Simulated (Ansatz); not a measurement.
SiGe:
```cif
data_Ge10Si10
_chemical_formula_sum 'Si10 Ge10'
_space_group_name_H-M_alt 'I-4m2'
_space_group_IT_number 119
_space_group_name_Hall 'I -4 -2'
_cell_length_a 3.96219
_cell_length_b 3.96219
_cell_length_c 28.05295
_cell_angle_alpha 90.000
_cell_angle_beta 90.000
_cell_angle_gamma 90.000
loop_
_atom_site_label
_atom_site_type_symbol
_atom_site_symmetry_multiplicity
_atom_site_Wyckoff_symbol
_atom_site_fract_x
_atom_site_fract_y
_atom_site_fract_z
_atom_site_occupancy
Si1 Si 4 e 0.00000 0.00000 0.09560 1
Si2 Si 4 f 0.50000 0.00000 0.04790 1
Si3 Si 2 b 0.00000 0.00000 0.50000 1
Ge1 Ge 4 f 0.00000 0.50000 0.14548 1
Ge2 Ge 4 e 0.00000 0.00000 0.30217 1
Ge3 Ge 2 d 0.50000 0.00000 0.25000 1
```
(The calculation used a cell of 10 atoms; values per cell refer to that cell.)

Relaxed with PBE.

Q: Which orbitals make up the states near the band edges in plane-wave PAW PBE (Ansatz code)?

A: Top 1 eV of the valence band: Ge 4p 61 %, Si 3p 35 %. Bottom 1 eV of the conduction band: Si 3p 34 %, Ge 4p 23 %, Si 3s 17 %, Ge 4s 15 %, outside the projected shells 11 %. Projections are on Löwdin-orthogonalised atomic valence shells; empty p or d shells of many metals are not among them.

Q: Tabulate the density of states.

A: States/eV per cell of 10 atoms, in 0.25 eV bins, energy from the valence-band maximum.

| E (eV) | total | Si 3p | Ge 4p | Si 3s |
|---|---|---|---|---|
| -7.85 | 1.73 | 0.28 | 0.38 | 0.42 |
| -7.60 | 2.75 | 0.49 | 0.61 | 0.68 |
| -7.35 | 4.55 | 0.91 | 1.20 | 0.84 |
| -7.10 | 4.39 | 1.04 | 1.17 | 1.01 |
| -6.85 | 3.80 | 1.13 | 0.79 | 1.08 |
| -6.60 | 3.63 | 1.19 | 0.71 | 1.02 |
| -6.35 | 2.72 | 0.88 | 0.54 | 0.76 |
| -6.10 | 2.14 | 0.65 | 0.45 | 0.57 |
| -5.85 | 2.11 | 0.65 | 0.46 | 0.55 |
| -5.60 | 1.67 | 0.52 | 0.36 | 0.42 |
| -5.35 | 1.43 | 0.45 | 0.31 | 0.35 |
| -5.10 | 1.25 | 0.40 | 0.27 | 0.30 |
| -4.85 | 1.11 | 0.37 | 0.24 | 0.26 |
| -4.60 | 1.01 | 0.35 | 0.22 | 0.21 |
| -4.35 | 1.74 | 0.86 | 0.51 | 0.18 |
| -4.10 | 5.98 | 3.59 | 1.90 | 0.24 |
| -3.85 | 5.09 | 2.62 | 1.98 | 0.25 |
| -3.60 | 5.75 | 2.67 | 2.55 | 0.26 |
| -3.35 | 5.40 | 2.63 | 2.30 | 0.23 |
| -3.10 | 6.48 | 3.24 | 2.77 | 0.22 |
| -2.85 | 7.62 | 3.70 | 3.46 | 0.21 |
| -2.60 | 7.40 | 3.56 | 3.43 | 0.17 |
| -2.35 | 6.87 | 3.23 | 3.30 | 0.14 |
| -2.10 | 6.72 | 3.14 | 3.26 | 0.13 |
| -1.85 | 6.44 | 2.95 | 3.23 | 0.10 |
| -1.60 | 5.61 | 2.44 | 2.96 | 0.08 |
| -1.35 | 4.76 | 1.92 | 2.69 | 0.05 |
| -1.10 | 3.71 | 1.36 | 2.23 | 0.04 |
| -0.85 | 2.40 | 0.83 | 1.47 | 0.04 |
| -0.60 | 1.50 | 0.51 | 0.93 | 0.02 |
| -0.35 | 1.12 | 0.39 | 0.69 | 0.01 |
| -0.10 | 0.32 | 0.11 | 0.19 | 0.00 |
| 0.15 | 0.00 | 0.00 | 0.00 | 0.00 |
| 0.40 | 0.11 | 0.06 | 0.01 | 0.03 |
| 0.65 | 0.92 | 0.37 | 0.17 | 0.16 |
| 0.90 | 2.09 | 0.72 | 0.48 | 0.37 |
| 1.15 | 3.61 | 1.18 | 0.89 | 0.58 |
| 1.40 | 5.53 | 1.82 | 1.45 | 0.74 |
| 1.65 | 6.73 | 2.24 | 1.79 | 0.86 |
| 1.90 | 7.56 | 2.36 | 2.22 | 0.94 |
| 2.15 | 7.43 | 2.27 | 2.33 | 0.92 |
| 2.40 | 5.01 | 1.66 | 1.51 | 0.60 |
| 2.65 | 4.59 | 1.55 | 1.42 | 0.51 |
| 2.90 | 5.77 | 2.02 | 1.76 | 0.60 |
| 3.15 | 7.62 | 3.05 | 2.22 | 0.61 |
| 3.40 | 9.24 | 3.38 | 3.16 | 0.65 |
| 3.65 | 7.17 | 2.37 | 2.68 | 0.46 |
| 3.90 | 5.63 | 1.76 | 2.21 | 0.32 |
| 4.15 | 6.79 | 2.09 | 2.50 | 0.36 |
| 4.40 | 6.32 | 1.90 | 2.30 | 0.30 |
| 4.65 | 6.86 | 1.96 | 2.48 | 0.32 |
| 4.90 | 6.44 | 1.86 | 2.22 | 0.33 |
| 5.15 | 6.56 | 1.84 | 2.23 | 0.35 |

The start of the workflow was typed in or built on a structure type; neither database checked (COD, Materials Project) lists it. Its standing as an ambient phase is unchecked. The PBE relaxation kept the symmetry of its start; its stability against distortions is not shown here. Scalar-relativistic: spin–orbit coupling is off unless named, which matters more the heavier the elements.

Potentials: the later of the program's two PAW sets.
